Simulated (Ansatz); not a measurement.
## IrRh2: stable or not

It was reached by relaxing an invented guess, and it needn't be the stable form of this composition.

These are results of Ansatz 0.2.0, DFT PBE, scalar-relativistic, plane waves, PAW, not measurements. The final run on the 6-atom cell used 420 eV, a Γ-centred 18×18×4 mesh, 0.10 eV smearing and no spin polarisation.

```cif
data_structure
_symmetry_space_group_name_H-M 'P-6m2'
_symmetry_Int_Tables_number 187
_cell_length_a 2.7314
_cell_length_b 2.7314
_cell_length_c 13.2257
_cell_angle_alpha 90.000
_cell_angle_beta 90.000
_cell_angle_gamma 120.000
_cell_volume 85.45
loop_
_atom_site_label
_atom_site_type_symbol
_atom_site_symmetry_multiplicity
_atom_site_Wyckoff_symbol
_atom_site_fract_x
_atom_site_fract_y
_atom_site_fract_z
_atom_site_occupancy
Ir1 Ir 2 i 0.66667 0.33333 0.33271 1
Rh1 Rh 1 e 0.66667 0.33333 0.00000 1
Rh2 Rh 2 h 0.33333 0.66667 0.83318 1
Rh3 Rh 1 d 0.33333 0.66667 0.50000 1
```

The zero of energy is the elements' standard structures at the same level; no fitted shifts are applied.

Q: These tests were run: energy against the elements; random kick, then relaxation without symmetry; phonons at Γ. What do they show?

A:

```
                                         test                       result
                  energy against the elements                +0.03 eV/atom
random kick, then relaxation without symmetry                      returns
                                 phonons at Γ  lowest optical mode 57 cm⁻¹
```

It fails one test: energy against the elements. It may still be a metastable minimum.

For metals, differences of a few meV/atom aren't resolved. These runs have no spin–orbit coupling, which can matter for Ir. The kick test ran on a coarse mesh. The run for the phonons used an 18×18×4 k mesh and Fermi–Dirac smearing of 0.15 eV.
